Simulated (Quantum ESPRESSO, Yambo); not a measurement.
## Quasiparticle gap of RbBH4

```
RbBH4
1.0
    0.00000     3.45324     3.45324
    3.45324     0.00000     3.45324
    3.45324     3.45324     0.00000
H B Rb
4 1 1
Direct
  0.39758   0.80726   0.39758
  0.39758   0.39758   0.80726
  0.39758   0.39758   0.39758
  0.80726   0.39758   0.39758
  0.50000   0.50000   0.50000
  0.00000   0.00000   0.00000
```

The geometry is that of Materials Project entry mp-1219553, symmetrised and not relaxed again.

Starting point: LDA (Quantum ESPRESSO, PseudoDojo norm-conserving, 76 Ry, no spin-orbit coupling). G0W0 in Yambo: 4×4×4 Γ-centred k mesh, 143 bands and a 8 Ry block in the screening, 143 bands in G with the Bruneval-Gonze terminator, plasmon pole fitted at 27.2 eV.

```yaml
LDA gap along the band path: 5.63 eV
LDA gap between the mesh's edge points (Γ → X): 5.63 eV
G0W0 gap between the same points: 8.91 eV
LDA smallest direct gap on the mesh (at X): 5.74 eV
G0W0 direct gap at that point: 9.04 eV
```

```csv
k point,band,E LDA (eV),E QP (eV),shift (eV),Z
Γ,VB,0.00,-2.09,-2.09,0.82
Γ,CB,5.91,7.07,1.16,0.86
X,VB,-0.11,-2.22,-2.10,0.82
X,CB,5.63,6.82,1.19,0.88
```

Energies count from the LDA valence-band maximum.

Nearest settings tried, and what they do to the gap: 109 bands in W, 109 bands in G: -18 meV; 6 Ry block (169 vectors against 229): -47 meV; 2×2×2 mesh: -67 meV. So the settings aren't converged at that level.

The structure is a Materials Project entry; no match was found in the copy of COD used, and its stability was not checked.
